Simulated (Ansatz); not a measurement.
SiGe:
```
CELL_PARAMETERS angstrom
      3.92278     0.00000     0.00000
      0.00000     3.92762     0.00000
      0.00000     0.00000     5.54235
ATOMIC_POSITIONS crystal
  Si 0.75000 0.00000 0.87996
  Si 0.25000 0.00000 0.12004
  Ge 0.25000 0.50000 0.36945
  Ge 0.75000 0.50000 0.63055
```

Relaxed with r²SCAN. Special points in fractions of this cell's reciprocal vectors: Γ (0.000, 0.000, 0.000); X (0.500, 0.000, 0.000); S (0.500, 0.500, 0.000); Y (0.000, 0.500, 0.000); Z (0.000, 0.000, 0.500); U (0.500, 0.000, 0.500); R (0.500, 0.500, 0.500); T (0.000, 0.500, 0.500).

Task: List the band energies nearest the valence-band maximum at these points for the program Ansatz at the r²SCAN level (PAW).

Result: In eV from the valence-band maximum; about four levels below and three above (degenerate sets whole), none deeper than 8.9 eV; points with the same levels are listed once.

```json
[
 {"k": "Γ", "below": "-3.19 -0.11 -0.06 0.00", "above": "0.80 1.00 2.14"},
 {"k": "X", "below": "-3.99 -3.99 -1.57 -1.57", "above": "2.48 2.48 4.90 4.90"},
 {"k": "S", "below": "-3.23 -3.23 -3.10 -3.10", "above": "0.60 0.60 1.26 1.26"},
 {"k": "Y", "below": "-4.08 -3.92 -1.84 -1.27", "above": "2.14 2.85 4.87"},
 {"k": "Z", "below": "-2.38 -2.16 -2.11 -1.85", "above": "0.93 1.46 3.26"},
 {"k": "U", "below": "-1.45 -1.45 -1.42 -1.42", "above": "1.11 1.11 3.70 3.70"},
 {"k": "R", "below": "-4.12 -4.12 -4.05 -4.05", "above": "4.57 4.57 4.84 4.84"},
 {"k": "T", "below": "-1.77 -1.46 -1.39 -1.09", "above": "0.64 1.59 3.35"}
]
```

Space group Pmma. The start of the workflow was typed in or built on a structure type; neither database checked (COD, Materials Project) lists it. Whether it is the stable phase at ambient conditions was not checked. The cell was relaxed with r²SCAN under the symmetry of its start; its stability against distortions is not shown here. Spin–orbit coupling is left out wherever it is not named.

Potentials: the earlier of the program's two PAW sets.
